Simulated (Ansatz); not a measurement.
## Computed properties of SnPO3H (Cc)

All numbers come from Ansatz 0.2.0. Non-magnetic calculation; the starting structure is a published one, and the numbers are computed.

SnPO3H (from a published structure, hydrogen sites as listed), relaxed with r2SCAN+rVV10. The symmetry is Cc (No. 9, monoclinic); conventional cell a = 7.052 Å, b = 12.111 Å, c = 4.648 Å, β = 122.5°, 13.95 Å³ an atom. Around Sn lie 3 O at 2.13–2.19 Å; around H lie 1 P at 1.40 Å; around P lie 1 H at 1.40 Å and 3 O at 1.52–1.54 Å; around O lie 1 P at 1.53 Å and 1 Sn at 2.19 Å; around O lie 1 P at 1.52 Å and 1 Sn at 2.13 Å; around O lie 1 P at 1.54 Å and 1 Sn at 2.15 Å.

```
Sn H P O
1.0
     3.52587   -6.05568   -0.04334
     3.52587    6.05568   -0.04334
    -2.44846    0.00000    3.95098
Sn H P O
2 2 2 6
Direct
  0.03305 0.76653 0.94856
  0.76653 0.03305 0.44856
  0.40468 0.28477 0.88214
  0.28477 0.40468 0.38214
  0.63955 0.36328 0.10703
  0.36328 0.63955 0.60703
  0.75112 0.60215 0.42452
  0.60215 0.75112 0.92452
  0.58308 0.14372 0.17108
  0.14372 0.58308 0.67108
  0.79807 0.41073 0.92353
  0.41073 0.79807 0.42353
```

Band edges at fixed r2SCAN+rVV10 geometry:
```
  level  k mesh  gap (eV)      kind                       edges  least direct gap (eV)
PBE+SOC   6×6×6      3.44  indirect  Γ → (-0.094, 0.245, 0.448)                   3.61
 r2SCAN   6×6×6      3.82  indirect  Γ → (-0.094, 0.245, 0.448)                   4.08
  HSE06   4×4×4      4.41  indirect  Γ → (-0.094, 0.245, 0.448)                   4.64
   PBE0   4×4×4      5.12  indirect  Γ → (-0.094, 0.245, 0.448)                   5.35
```
Wave cutoffs: 420 eV, 500 eV (r2SCAN).
Points off the special ones are mesh points or PBE's searched band edges, reused at the other levels. PBE's own run along the path (3.51 eV) came before the search for the edges and missed one, so it isn't listed.

HSE06 gives an indirect gap of 4.41 eV, from Γ to k = (-0.094, 0.245, 0.448); the least direct gap is 4.64 eV at Γ.

Among these functionals the gap stays indirect.

r2SCAN (ground state on 4×4×6): The clamped-ion dielectric constant comes out as a tensor with principal values 3.35, 3.55, 3.58. Born charges, averaged over directions: Sn +2.98, H -0.33, P +3.38, O -2.04 to -1.99 e. The program notes that the ground state's band table doesn't vouch for all the bands that the response reads.

Only the levels marked +SOC include spin-orbit coupling.

Coordinates of k points refer to the reciprocal vectors of the primitive cell of the runs.

The meshes of the hybrids are coarse, so their gaps aren't converged to the digits shown.
